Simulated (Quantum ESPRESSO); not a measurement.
**Kohn-Sham bands of Ga$_{2}$O$_{3}$ (corundum)**

```xyz
10
Lattice="-2.4987 4.3279 0.0000 -4.9974 0.0000 0.0000 -2.4987 1.4426 4.4836" Properties=species:S:1:pos:R:3 pbc="T T T"
Ga     0.0000     0.0000    -1.9424
Ga     0.0000     0.0000     1.9424
Ga    -2.4987     1.4426    -0.2994
Ga     2.4987    -1.4426     0.2994
O     -1.7412     0.1306     1.1209
O      1.7412    -0.1306    -1.1209
O      0.7575    -1.5732     1.1209
O     -0.7575     1.5732    -1.1209
O      0.9837     1.4426     1.1209
O     -0.9837    -1.4426    -1.1209
```

Materials Project entry mp-1243; symmetrised, unrelaxed at this level. COD (Crystallography Open Database) has the formula in 2 space groups, this one among them (matched by group alone). Computed values, not measurements, from PBEsol: Quantum ESPRESSO (norm-conserving PseudoDojo potentials, cutoff 68 Ry, no spin polarisation, no spin-orbit coupling) on a Γ-centred 4×4×4 mesh, then Wannier90. Density: 8×8×8 mesh, cold smearing 0.01 Ry.

**Question.** List the Kohn-Sham levels between −8 and 5.7 eV relative to the valence-band maximum at the high-symmetry points, as a band run of pw.x on that density gives them (levels within 2 meV counted together).

**Answer.** 
```tsv
point	k (reciprocal lattice)	levels (eV)
Γ	0.000 0.000 0.000	-7.26, -6.57, -5.32 (×2), -4.28, -3.98, -3.63 (×2), -3.33, -1.04 (×2), -0.54 (×2), -0.33 (×3), -0.25 (×2), 2.74
T	0.000 0.000 0.500	-6.26 (×2), -4.43 (×2), -3.96 (×4), -2.51 (×2), -1.50 (×4), -0.31 (×4)
H_2	-0.264 -0.529 0.236	-5.91 (×2), -5.15 (×2), -3.95 (×2), -3.35 (×2), -2.12 (×2), -1.75 (×2), -1.00 (×2), -0.58 (×2), -0.34 (×2)
H_0	-0.471 -0.736 -0.236	-5.91 (×2), -5.15 (×2), -3.95 (×2), -3.35 (×2), -2.12 (×2), -1.75 (×2), -1.00 (×2), -0.58 (×2), -0.34 (×2)
L	0.000 -0.500 0.000	-6.57 (×2), -5.34 (×2), -3.53 (×2), -3.10 (×2), -1.96 (×2), -1.27 (×2), -1.22 (×2), -0.99 (×2), -0.15 (×2)
S_0	-0.368 -0.736 -0.368	-5.97, -5.86, -5.28, -5.17, -4.10, -3.69, -3.66, -2.75, -2.68, -2.21, -1.71, -1.39, -1.12, -0.68, -0.62, -0.52, -0.49, -0.18
S_2	-0.368 -0.632 0.000	-5.97, -5.86, -5.28, -5.17, -4.10, -3.69, -3.66, -2.75, -2.68, -2.21, -1.71, -1.39, -1.12, -0.68, -0.62, -0.52, -0.49, -0.18
F	-0.500 -0.500 0.000	-6.35, -5.70, -4.73, -4.42, -4.34, -3.78, -3.78, -3.04, -2.67, -2.59, -1.41, -1.35, -1.31, -1.04, -0.87, -0.72, -0.26, -0.15
```
